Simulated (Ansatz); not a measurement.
PbS:
```
CELL_PARAMETERS angstrom
      0.00000     3.00450     3.00450
      3.00450     0.00000     3.00450
      3.00450     3.00450     0.00000
ATOMIC_POSITIONS crystal
  Pb 0.50000 0.50000 0.50000
  S  0.00000 0.00000 0.00000
```

The program Ansatz at the PBE level (PAW) gives a gap of 0.50 eV without spin–orbit coupling, maximum at L, minimum at L.

**Question.** What happens when spin–orbit coupling is switched on?

**Answer.** The gap shrinks by 0.45 eV, to 0.05 eV; maximum at L, minimum at L.

Space group Fm-3m (rock salt). The cell was relaxed with PBE under the symmetry of its start.

Potentials: the earlier of the program's two PAW sets.
